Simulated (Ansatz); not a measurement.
A strain series on MoTe2 (2H-MoS2 type): isotropic on every length

MoTe2, 2H-MoS2 type, relaxed with r2SCAN+rVV10 in Ansatz 0.2.0, then strained (isotropic on every length; changes of length per length, axes as in the cell below) with the atoms relaxed again within the symmetry that is left. It is hexagonal, P6_3/mmc (No. 194); a = 3.542 Å, c = 14.177 Å in the conventional setting, 25.67 Å³ an atom. Mo is surrounded by 6 Te at 2.72 Å; Te is surrounded by 3 Mo at 2.72 Å. The values are computed, non-magnetic, and not measurements.

```xyz
6
Lattice="3.5421 0.0000 0.0000 -1.7711 3.0676 0.0000 0.0000 0.0000 14.1767" Properties=species:S:1:pos:R:3 pbc="T T T"
Mo    0.0000    2.0451    3.5442
Mo    1.7711    1.0225   10.6325
Te    1.7711    1.0225    5.3387
Te    1.7711    1.0225    1.7496
Te    0.0000    2.0451   12.4271
Te    0.0000    2.0451    8.8380
```

Gaps are the least over each mesh (PBE 12×12×2, r2SCAN 12×12×2, r2SCAN+SOC 12×12×2, HSE06 6×6×2 when unstrained) and the special points, which keep their unstrained names.

```
strain (%)  gap, PBE (eV)  gap, r2SCAN (eV)  gap, r2SCAN+SOC (eV)  gap, HSE06 (eV)           edges, HSE06
      -4.0          0.515             0.679                 0.658            0.933         K → Γ–K (0.59)
      -3.0          0.629             0.743                 0.716            1.006         K → Γ–K (0.59)
      -2.0          0.700             0.811                 0.777            1.081         K → Γ–K (0.59)
      -1.0          0.741             0.854                 0.839            1.144         Γ → Γ–K (0.59)
       0.0          0.772             0.884                 0.870            1.186         Γ → Γ–K (0.59)
      +1.0          0.799             0.899                 0.862            1.222         Γ → Γ–K (0.59)
      +2.0          0.704             0.784                 0.751            1.106  Γ → (0.331, 0.331, 0)
      +3.0          0.595             0.670                 0.640            0.984                  Γ → K
      +4.0          0.488             0.559                 0.532            0.863                  Γ → K
```

Between zero and the nearest strains the slope of the HSE06 gap against strain is +0.042 eV per percent for negative and +0.036 for positive strain.

Only the levels marked +SOC include spin-orbit coupling.

Where an edge lies off the special points, it is a point of the mesh or the k point where a search put PBE's edge or least direct gap, reused for the other functionals, whose own edges may lie a little apart.

Coordinates of k points refer to the reciprocal vectors of the primitive cell of the runs.

The meshes of the hybrids are coarse, so their gaps aren't converged to the digits shown.
